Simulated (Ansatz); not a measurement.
Here is the system:

SiO2:
```xyz
12
Lattice="-4.9202 4.2719 2.5512 4.9202 -4.2719 2.5512 4.9202 4.2719 -2.5512" Properties=species:S:1:pos:R:3 pbc="T T T"
Si     5.8263     1.2825    -0.0020
Si    -0.9061     2.9893     2.5492
Si     4.0140    -2.9893     2.5492
Si     0.9061     7.2612    -0.0020
O      5.5001     2.4510    -1.0684
O     -0.5799     1.8208     1.4828
O      4.3403    -1.8208     1.4828
O      5.5001     1.8208     1.4828
O      0.0000     0.0000     4.7849
O      0.0000     4.2719     2.2338
O     -2.4601     3.4146     2.4304
O      7.3803     0.8573    -0.1208
```

This is the r²SCAN-relaxed structure. Cartesian axes are those of the cell as given.

### Question
All from DFT-r²SCAN in the program Ansatz with PAW potentials, unless another level is named. Predict the Bader charges.

### Answer
Si +3.37, O -1.69 to -1.68 e.

### Question
Give the electronic dielectric constant ε∞ (DFPT).

### Answer
1.91 (xx), 1.91 (yy), 1.96 (zz).

### Question
Next, the static dielectric constant ε0 (ions relaxed, cell fixed)?

### Answer
3.23 (xx), 3.10 (yy), 3.36 (zz).

Space group Ima2. The workflow started from a Materials Project entry (that database holds measured and hypothetical structures alike); the Crystallography Open Database copy checked does not list it. It is not the phase usual at ambient conditions (space group No. 92, 152, 154). The cell was relaxed with r²SCAN under the symmetry of its start; whether a distortion lowers the energy is not shown.

Potentials: the earlier of the program's two PAW sets. The files were generated under PBE; for other functionals the program regenerates the frozen cores, and for LDA and PBEsol the local potential too.
